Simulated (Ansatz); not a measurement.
All numbers below come from DFT PBE, scalar-relativistic, plane waves, PAW, and for the lanthanide a 4f-in-core norm-conserving potential (Ansatz). All cells share a 770 eV cutoff and Γ-centred k meshes spaced at most about 0.3 Å⁻¹ (about 0.25 or finer for metals, 2π included). No spin polarisation in the final relaxations.

Temperature and zero-point effects are left out.

Two forms of BaErB₄ were relaxed alike.

1.

```yaml
crystal:
  lattice:
    - [0.00000, 3.54578, 3.54578]
    - [3.54578, 0.00000, 3.54578]
    - [3.54578, 3.54578, 0.00000]
  atoms:
    - { symbol: Ba, position: [0.00000, 0.00000, 0.00000] }
    - { symbol: Er, position: [0.75000, 0.75000, 0.75000] }
    - { symbol: B, position: [0.41325, 0.76026, 0.41325] }
    - { symbol: B, position: [0.41325, 0.41325, 0.41325] }
    - { symbol: B, position: [0.76026, 0.41325, 0.41325] }
    - { symbol: B, position: [0.41325, 0.41325, 0.76026] }
```

2.

```yaml
crystal:
  lattice:
    - [2.86345, 1.65321, 3.54198]
    - [-2.86345, 1.65321, 3.54198]
    - [0.00000, -3.30643, 3.54198]
  atoms:
    - { symbol: Ba, position: [0.99545, 0.99545, 0.99545] }
    - { symbol: Er, position: [0.34864, 0.34864, 0.34864] }
    - { symbol: B, position: [0.46656, 0.46656, 0.77738] }
    - { symbol: B, position: [0.77738, 0.46656, 0.46656] }
    - { symbol: B, position: [0.46656, 0.77738, 0.46656] }
    - { symbol: B, position: [0.69541, 0.69541, 0.69541] }
```

Question: Which would you expect to be lower, and how large is the difference?

Answer: Cell 2 is lower, by 223 meV/atom. Cell 1 has space group F-43m (No. 216), 14.9 Å³/atom and no gap on its mesh; cell 2 has space group R3m (No. 160), 16.8 Å³/atom and no gap. Counting B atoms around Ba and Er (those within 1.25 times the shortest such distance or 1.15 times the sum of covalent radii, 1.27 where that leaves under three), cell 1 has Ba 12, Er 12 and cell 2 has Ba 13, Er 6. Cell 1 and cell 2 both hold B–B units of three or more atoms. The lower one is the more open, so pressure narrows the difference. Even the lower one lies +0.43 eV/atom against the reference forms of the elements (uncorrected), so neither is stable at this level. In cell 1, Ba is surrounded by 12 B at 3.06 Å and 4 Er at 3.07 Å; around Er lie 12 B at 2.90 Å and 4 Ba at 3.07 Å; B is surrounded by 3 B at 1.74 Å, 3 Er at 2.90 Å and 3 Ba at 3.06 Å. In cell 2, around Ba lie 13 B at 3.09–3.43 Å, 3 Er at 3.31 Å and 1 Er at 3.75 Å; Er is surrounded by 6 B at 2.57 Å, 3 B at 3.31 Å, 3 Ba at 3.31 Å, 1 B at 3.68 Å and 1 Ba at 3.75 Å; around B on a site of symmetry m lie 3 B at 1.68–1.78 Å, 2 Er at 2.57 Å, 2 Ba at 3.09 Å and 1 Ba at 3.43 Å; 1 more site not described. Both come from invented guesses. A third cell relaxed alike, in P6/mmm, lies 0.57 eV/atom below the lower of the two.

Cells relaxed within their symmetry can be saddle points.

The lanthanide is trivalent by construction, without f bands, f moments or other valences.
